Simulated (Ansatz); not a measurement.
Data:

CdS (zinc blende)

```yaml
crystal:
  lattice:
    - [0.00000, 2.96331, 2.96331]
    - [2.96331, 0.00000, 2.96331]
    - [2.96331, 2.96331, 0.00000]
  atoms:
    - { symbol: S, position: [0.75000, 0.75000, 0.75000] }
    - { symbol: Cd, position: [0.00000, 0.00000, 0.00000] }
```

E(V) scan at fixed shape, V₀ the volume above. Symmetry pins the atoms to their sites.

Calculation: PBE (plane waves to 420 eV, PAW, scalar-relativistic; Ansatz, a first-principles code). k mesh 10×10×10 (Γ-centred), Fermi-Dirac smearing 0.05 eV. The energy includes the smearing's −TS. Compression counts positive. CdS was relaxed with its symmetry unable to fall. The zero of ΔE is the relaxed starting cell.

The scan covers V/V₀ from 0.840 to 1.160 in 9 points.

What is the fitted pressure derivative B₀′?

4.6.

What bulk modulus B₀ follows from a third-order Birch-Murnaghan fit?

53.3 GPa.

(Under strain, the slope of the energy per volume gives the stress and its curvature an elastic modulus.)
